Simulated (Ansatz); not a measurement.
Nb2AlC:
```yaml
crystal:
  lattice:
    - [3.09047, 0.00000, 0.00000]
    - [-1.54524, 2.67643, 0.00000]
    - [0.00000, 0.00000, 13.84448]
  atoms:
    - { symbol: Al, position: [0.33333, 0.66667, 0.75000] }
    - { symbol: Al, position: [0.66667, 0.33333, 0.25000] }
    - { symbol: Nb, position: [0.33333, 0.66667, 0.08911] }
    - { symbol: Nb, position: [0.66667, 0.33333, 0.91089] }
    - { symbol: Nb, position: [0.66667, 0.33333, 0.58911] }
    - { symbol: Nb, position: [0.33333, 0.66667, 0.41089] }
    - { symbol: C, position: [0.00000, 0.00000, 0.00000] }
    - { symbol: C, position: [0.00000, 0.00000, 0.50000] }
```

Relaxed with PBEsol. Special points in fractions of this cell's reciprocal vectors: Γ (0.000, 0.000, 0.000); M (0.500, 0.000, 0.000); K (0.333, 0.333, 0.000); A (0.000, 0.000, 0.500); L (0.500, 0.000, 0.500); H (0.333, 0.333, 0.500).

Problem. List the band energies nearest the Fermi level at these points for PBEsol with spin–orbit coupling (plane waves, PAW; program Ansatz).

Solution. In eV from the Fermi level; about four levels below and three above (degenerate sets whole), none deeper than 8.9 eV; points with the same levels are listed once.

| k | below | above |
|---|---|---|
| Γ | -0.29 -0.29 -0.26 -0.26 | 1.06 1.06 1.11 1.11 |
| M | -1.37 -1.37 -1.28 -1.28 | 1.10 1.10 1.52 1.52 |
| K | -1.44 -1.44 -0.41 -0.41 | 1.18 1.18 1.25 1.25 |
| A | -0.27 -0.27 -0.27 -0.27 | 1.11 1.11 1.11 1.11 |
| L | -1.32 -1.32 -1.32 -1.32 | 1.53 1.53 1.53 1.53 |
| H | -0.96 -0.96 -0.91 -0.91 | 1.12 1.12 1.18 1.18 |

Space group P6_3/mmc. The first step of the workflow began from a Materials Project structure, measured or hypothetical; the Crystallography Open Database copy checked does not list it. Its standing as an ambient phase is unchecked. Symmetry was held in the PBEsol relaxation; of distortions, only those at the zone centre were tested. No spin polarisation was allowed.

Potentials: the later of the program's two PAW sets.
